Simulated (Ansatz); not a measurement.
## Kick test of a cell of Hf4N

The structure comes from a proposed guess, relaxed at this level; another structure or a mixture of phases may lie lower.

Method: DFT PBE, scalar-relativistic, plane waves, PAW (Ansatz). Plane waves to 420 eV, a k mesh through Γ of 6×6×6 on the computed 10-atom cell and Gaussian smearing (0.10 eV); no spin polarisation.

The cell below (10 atoms, space group Cmce (No. 64)) is relaxed within its symmetry.

```
Hf N
1.0
     3.20809   -5.64021    0.00000
     3.20809    5.64021    0.00000
     0.00000    0.00000    5.15902
Hf N
8 2
Direct
  0.33385 0.66615 0.26093
  0.66615 0.33385 0.73907
  0.83385 0.16615 0.23907
  0.16615 0.83385 0.76093
  0.17353 0.32647 0.75000
  0.67353 0.82647 0.75000
  0.32647 0.17353 0.25000
  0.82647 0.67353 0.25000
  0.50000 0.50000 0.50000
  0.00000 0.00000 0.00000
```

For the test it was strained at random (σ = 1.5 % a component), the atoms were moved at random (σ = 0.05 Å), and all was relaxed again on a coarse 4×4×4 mesh (in the run’s order of axes) with 0.20 eV smearing, with no symmetry imposed.

These runs have no spin–orbit coupling, which can matter for Hf.

Question: Does it come back?

Answer: It returns, within 1 meV/atom of the unmoved cell on that mesh and with the same symmetry when read at 0.1 Å. No instability shows in this cell; modes of other wave vectors, which need another repeat, aren't tested.
